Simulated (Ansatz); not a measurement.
O vacancy in La2Cu2SeSO2, calculated

Computed with the plane-wave PAW code Ansatz (scalar-relativistic, PAW set soft_2): PBEsol, collinear spin, 420 eV cutoff, k-mesh 2×2×2 shifted by half a step.

The relaxed host crystal (Kohn–Sham gap 1.47 eV over the whole zone):

```xyz
8
Lattice="3.9742 0.0000 0.0000 0.0000 3.9742 0.0000 0.0000 0.0000 8.5305" Properties=species:S:1:pos:R:3 pbc="T T T"
Cu    0.0000    1.9871    4.1580
Cu    1.9871    0.0000    4.1580
La    1.9871    1.9871    7.3255
La    0.0000    0.0000    1.2943
O     0.0000    1.9871    0.0449
O     1.9871    0.0000    0.0449
S     1.9871    1.9871    2.8858
Se    0.0000    0.0000    5.6804
```

Supercell of 32 atoms, rows of the matrix [[0,2,0],[2,0,0],[0,0,-1]] times the cell vectors; O vacancy at (0.000, 0.500, 0.005) in fractions of the cell above. Atoms are relaxed at the host's cell; charged cells sit in a uniform background. The cell loses 1 of its 8 O, so this is a heavily defective crystal.

The defect was relaxed in the charges +2, +1, 0. Distances from the empty O site (Å), by shell of the perfect crystal:

| shell | perfect crystal | state A | state B | state C |
| --- | --- | --- | --- | --- |
| 4 La | 2.35 | 2.45 | 2.53 | 2.42 |
| 4 O | 2.81 | 2.72 | 2.64 | 2.76 |
| 2 S | 3.47 | 3.44 | 3.43 | 3.44 |
| 2 Se | 3.51 | 3.49 | 3.48 | 3.48 |

| state | moment of the cell (μB) | gap of the cell on the mesh (eV) | carriers |
| --- | --- | --- | --- |
| A | 1.00 | 0.83 | none in the bands |
| B | 0.00 | 1.37 | none in the bands |
| C | 0.00 | 0.78 | none in the bands |

On this mesh the host's own supercell has a gap of 2.42 eV.

Task: Which state has which charge?

Result: A has charge +1; B has charge +2; C has charge 0.

Formation energy of the neutral defect: 6.21 eV, taking atoms from and to the elements' standard states (no corrections for gases), so it belongs to those chemical potentials alone.

Charge-transition levels, with point-charge and potential-alignment terms: (+2/+1) lies 0.65 eV above the valence band top; (+1/0) lies 1.31 eV above the valence band top. The level (+1/0) lies within 0.16 eV of the band edge, less than such cells can settle, so the lowest charge at the conduction band bottom is left open. Lowest charge for a Fermi level at the valence band top: +2, at mid gap: +1 (among the charges +2, +1, 0). With the Fermi level at the valence band top the state +1 costs 4.90 eV, and 5.63 eV with the Fermi level at mid gap, which lies 0.73 eV above the valence band top; atoms are taken from and to the elements' standard states.

Relaxed cell at charge +2:

```
La2Cu2SeSO2 V_O charge 2
1.0
     0.0000    7.9483    0.0000
     7.9483    0.0000    0.0000
     0.0000    0.0000   -8.5305
Cu La O S Se
8 8 7 4 4
Direct
  0.2500 0.5000 0.5149
  0.7500 0.5000 0.5179
  0.2500 0.0000 0.5101
  0.7500 0.0000 0.5058
  0.0029 0.2491 0.5120
  0.4971 0.2491 0.5120
  0.0029 0.7509 0.5120
  0.4971 0.7509 0.5120
  0.2500 0.2640 0.1610
  0.7500 0.2456 0.1370
  0.2500 0.7360 0.1610
  0.7500 0.7544 0.1370
  0.9859 0.0000 0.8303
  0.5141 0.0000 0.8303
  0.0048 0.5000 0.8524
  0.4952 0.5000 0.8524
  0.7500 0.0000 0.9841
  0.2500 0.5000 0.0056
  0.7500 0.5000 0.9945
  0.0151 0.2352 0.9952
  0.4849 0.2352 0.9952
  0.0151 0.7648 0.9952
  0.4849 0.7648 0.9952
  0.2500 0.2470 0.6641
  0.7500 0.2480 0.6578
  0.2500 0.7530 0.6641
  0.7500 0.7520 0.6578
  0.9976 0.5000 0.3382
  0.5024 0.5000 0.3382
  0.0025 0.0000 0.3310
  0.4975 0.0000 0.3310
```

Caveats: at charge +2: net starting moment lost; at charge 0: net starting moment lost; semilocal functionals make gaps too small, which shifts levels too; small supercell, so energies and levels can be off by tenths of an eV; the atoms kept the symmetry of the start, so a distorted state could lie lower.
